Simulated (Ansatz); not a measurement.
The numbers come from plane-wave PAW DFT (Ansatz): PBEsol, no spin polarisation, 420 eV, 6×6×6 Γ-centred k points, methfessel-paxton occupations (width 0.0111 eV). Nothing was relaxed.

Computed maps in the lattice plane spanned by b (left to right, 5.49 Å, 17 points from zero) and c (bottom to top, 5.49 Å, 17 points from zero), 60° apart, at height 0.500 along a. The fields are smooth PAW ones with compensation charges, not the true ones near nuclei.

Valence density. Digits on a logarithmic scale: 0 up to 0.03 e/Å³, each further digit a factor of 1.6, 9 from 1.3 e/Å³ up:
```
99996579999975699
99996557999975569
79976555789875556
66666555566665555
65555677765556777
97555799986556899
99755799999656999
99975799999866899
99986689999975799
99996569999975579
99986556899975557
67776555677765555
65555666655556666
76555789875556799
99655799997556999
99965799999756999
99976699999966799
```

ELF. Ten even steps from '0' (0.19) to '9' (0.54):
```
66950028858920069
99950002899820006
35530000146410000
00000000000000000
00000022100000122
72000268840000489
98200289896000698
28810188259400495
25940049528810188
98960006989820028
79840000488620002
02210000012200000
00000000000000000
30000146410000355
96000289982000599
69600298588200596
06930079229700396
```

Question: The cell is RePd$_{7}$. Which atoms lie within 0.2 Å of this plane, and where (fractions of b and c)?

Answer: Pd at (0.50, 0.50), Pd at (0.00, 0.00), Pd at (0.00, 0.50), Pd at (0.50, 0.00). The whole cell:
```
Pd Re
1.0
     0.00000    3.88161    3.88161
     3.88161    0.00000    3.88161
     3.88161    3.88161    0.00000
Pd Re
7 1
Direct
  0.50000 0.50000 0.50000
  0.50000 0.00000 0.00000
  0.50000 0.00000 0.50000
  0.00000 0.50000 0.50000
  0.00000 0.50000 0.00000
  0.50000 0.50000 0.00000
  0.00000 0.00000 0.50000
  0.00000 0.00000 0.00000
```

Origin: a known structure type with other elements, at an estimated volume, so it need not be a known compound. Caveats: many states at the Fermi level without spin polarisation, so a magnetic state may lie lower.
